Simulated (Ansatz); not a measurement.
Data:

BaTe:
```cif
data_Ba4Te4
_chemical_formula_sum 'Ba4 Te4'
_space_group_name_H-M_alt 'Fm-3m'
_space_group_IT_number 225
_space_group_name_Hall '-F 4 2 3'
_cell_length_a 7.06313
_cell_length_b 7.06313
_cell_length_c 7.06313
_cell_angle_alpha 90.000
_cell_angle_beta 90.000
_cell_angle_gamma 90.000
loop_
_atom_site_label
_atom_site_type_symbol
_atom_site_symmetry_multiplicity
_atom_site_Wyckoff_symbol
_atom_site_fract_x
_atom_site_fract_y
_atom_site_fract_z
_atom_site_occupancy
Ba1 Ba 4 a 0.00000 0.00000 0.00000 1
Te1 Te 4 b 0.50000 0.50000 0.50000 1
```
(The calculation used a cell of 2 atoms; values per cell refer to that cell.)

This is the r²SCAN-relaxed structure.

All from r²SCAN (plane waves, PAW; program Ansatz), unless another level is named. Estimate the band gap.

2.00 eV (indirect).

And the smallest direct gap on the standard path?

2.36 eV.

What about the weight of the valence-edge state by species (Voronoi cells)?

Te 91 %, Ba 9 %.

Symmetry was held in the r²SCAN relaxation; of distortions, only those at the zone centre were tested. Scalar-relativistic: spin–orbit coupling is off unless named, which matters more the heavier the elements.

Potentials: the later of the program's two PAW sets.
